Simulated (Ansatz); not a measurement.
**In started on a La site and a Ga vacancy, 3.35 Å apart on the ideal sites in cubic perovskite LaGaO3, 39 atoms, charge +1**

Computed with DFT, PBEsol, PAW, plane waves (Ansatz).

Command:

```sh
ansatz run in.yaml --threads 7 --pin off --max-ram 13300MiB --runs-dir r --events-out ev --progress --plain
```

The input less its lattice and atoms (starting moments on atoms near the defect: 4 μB in all):

```yaml
crystal:
  symmetry: { detect: false }
kpoints:
  mp_grid: { grid: [1, 1, 1], shift: [0.25, 0.25, 0.25] }
hamiltonian:
  xc: pbesol
total_charge: 1
magnetization:
  spin_polarized: true
scf:
  occupations: { method: fermi_dirac, width: 0.01 }
relax:
  f_tol: 0.03
  max_steps: 80
  escape_saddle: false
  adjacent_minimum: "off"
output:
  forces: true
  eigenvalues: true
  populations: true
  charged_corrections: { epsilon: 27 }
```

Start:

```xyz
39
Lattice="7.7293 0.0000 0.0000 0.0000 7.7293 0.0000 0.0000 0.0000 7.7293" Properties=species:S:1:pos:R:3 pbc="T T T"
La    7.7054    0.0018    7.7177
La    7.6763    0.0278    3.8363
La    0.0042    3.8743    7.7133
La    0.0186    3.8898    3.8659
La    3.8543    7.7276    7.6844
La    3.8730    7.7181    3.8571
La    3.8668    3.8382    7.7003
In    3.8690    3.8544    3.8566
Ga    1.9789    1.9201    5.8138
Ga    1.9380    5.8350    1.9135
Ga    1.9511    5.7700    5.7787
Ga    5.8245    1.9395    1.9422
Ga    5.7925    1.9256    5.8069
Ga    5.7890    5.8443    1.9068
Ga    5.7759    5.7723    5.7935
O     1.9529    1.9470    7.7149
O     1.9002    1.8955    3.8512
O     1.9226    5.8212    0.0234
O     1.9085    5.7819    3.8557
O     5.7837    1.9513    7.7189
O     5.7498    1.9156    3.8669
O     5.8161    5.8044    0.0239
O     5.8225    5.8192    3.8721
O     7.6932    1.9481    1.9337
O     0.0214    1.9377    5.7904
O     0.0024    5.7925    1.9391
O     7.7181    5.7849    5.8053
O     3.8534    1.9309    1.9285
O     3.8754    1.9242    5.7694
O     3.8661    5.7980    1.9072
O     3.8740    5.7728    5.8225
O     1.9316    0.0051    1.9155
O     1.8906    7.7270    5.7865
O     1.9236    3.8699    1.9464
O     1.9006    3.8788    5.7876
O     5.8043    7.7178    1.9274
O     5.7883    0.0360    5.8049
O     5.8224    3.8866    1.9004
O     5.8008    3.8570    5.7636
```

Steps:

| step | energy less the first (eV) | largest force component (eV/Å) |
| --- | --- | --- |
| start | 0.000 | 1.063 |
| 1 | -0.576 | 0.725 |
| 2 | -0.790 | 0.434 |
| 3 | -1.077 | 0.532 |
| 4 | -1.380 | 0.440 |
| 5 | -1.706 | 0.279 |
| 6 | -2.125 | 0.667 |
| 7 | -2.573 | 0.757 |
| 8 | -3.058 | 0.418 |
| 9 | -3.564 | 0.517 |
| 10 | -3.952 | 0.203 |
| 11 | -4.031 | 0.384 |
| 12 | -4.067 | 0.111 |
| 13 | -4.084 | 0.109 |
| 14 | -4.121 | 0.198 |
| 15 | -4.198 | 0.153 |
| 16 | -4.260 | 0.055 |
| 17 | -4.272 | 0.023 |
| 18 | -4.273 | 0.062 |
| 19 | -4.274 | 0.009 |

A structure on the way, about -0.79 eV from the start:

```xyz
39
Lattice="7.7293 0.0000 0.0000 0.0000 7.7293 0.0000 0.0000 0.0000 7.7293" Properties=species:S:1:pos:R:3 pbc="T T T"
La    0.0910    0.0964    0.0957
La    0.1107    0.1171    3.7434
La    0.1129    3.7503    0.1127
La    0.1525    3.7686    3.7572
La    3.7694    0.1112    0.1010
La    3.7514    0.1551    3.7365
La    3.7530    3.7536    0.1644
In    3.7254    3.6333    3.6495
Ga    1.9420    1.9376    5.7931
Ga    1.9496    5.8057    1.9315
Ga    1.9461    5.7807    5.7787
Ga    5.8053    1.9499    1.9394
Ga    5.7707    1.9310    5.7863
Ga    5.7931    5.8170    1.9107
Ga    5.7832    5.7822    5.7777
O     1.9424    1.9493    7.6836
O     1.9178    1.9290    3.8844
O     1.9291    5.7961    0.0013
O     1.9428    5.7951    3.8660
O     5.7572    1.9554    7.7157
O     5.7454    1.9305    3.8586
O     5.8218    5.8021    7.7237
O     5.7902    5.8139    3.8527
O     7.6836    1.9621    1.9214
O     7.7157    1.9371    5.7781
O     0.0069    5.7716    1.9460
O     7.7285    5.7981    5.8068
O     3.8963    1.9753    1.9567
O     3.8478    1.9515    5.7601
O     3.8748    5.7903    1.9368
O     3.8646    5.7923    5.8111
O     1.9526    7.6989    1.9253
O     1.9112    7.7244    5.7856
O     1.9712    3.8903    1.9655
O     1.9210    3.8767    5.7932
O     5.7852    0.0011    1.9237
O     5.7918    0.0134    5.8055
O     5.8008    3.8815    1.9393
O     5.7555    3.8582    5.7356
```

End:

```xyz
39
Lattice="7.7293 0.0000 0.0000 0.0000 7.7293 0.0000 0.0000 0.0000 7.7293" Properties=species:S:1:pos:R:3 pbc="T T T"
La    0.1038    0.1087    0.1014
La    0.0755    0.0721    3.8433
La    0.0681    3.8525    0.0722
La    7.6389    3.8516    3.8990
La    3.8459    0.0812    0.0630
La    3.9027    7.6442    3.8419
La    3.8463    3.9076    7.6343
In    3.3371    3.3418    3.3326
Ga    1.9600    1.9640    5.7374
Ga    1.9601    5.7464    1.9575
Ga    1.9902    5.7843    5.7476
Ga    5.7416    1.9660    1.9557
Ga    5.7526    1.9953    5.7746
Ga    5.7783    5.7567    1.9863
Ga    5.8350    5.8396    5.8305
O     2.2029    1.7275    7.5863
O     1.5595    2.1859    3.9082
O     1.7368    6.0935    7.7135
O     2.3206    5.2727    3.8638
O     5.4393    2.1583    7.7161
O     6.1173    1.7296    3.8888
O     6.0550    5.5726    0.0558
O     5.7563    6.1595    3.8963
O     7.5902    2.2093    1.7173
O     7.7170    1.7396    6.0858
O     7.7200    5.4436    2.1507
O     0.0600    6.0584    5.5618
O     3.9123    1.5649    2.1768
O     3.8674    2.3261    5.2632
O     3.8933    6.1235    1.7203
O     3.9003    5.7633    6.1520
O     1.7179    7.5954    2.1955
O     2.1554    7.7252    5.4350
O     2.1829    3.9179    1.5564
O     1.7232    3.8985    6.1121
O     6.0902    7.7219    1.7341
O     5.5646    0.0652    6.0485
O     5.2667    3.8727    2.3145
O     6.1546    3.9053    5.7540
```

The calculation finished and met its thresholds.

Time: 3.1 min of wall time on 7 threads of a Neoverse-V2 processor, on a host shared with other runs; peak host memory 1.6 GiB.

(1) How much energy did the relaxation gain, and which atom moved most?

The moment started at 4 μB and ended at 4.0 μB; no other spin state is shown. The one k point has no symmetry partners, which can distort the end along one axis.

Results:

(1) 4.27 eV in 19 steps, from a start with small random displacements (the gain also holds any tilting of the ideal host); atom 8 (In) moved 0.91 Å, the median atom 0.35 Å (drift of the whole cell removed).
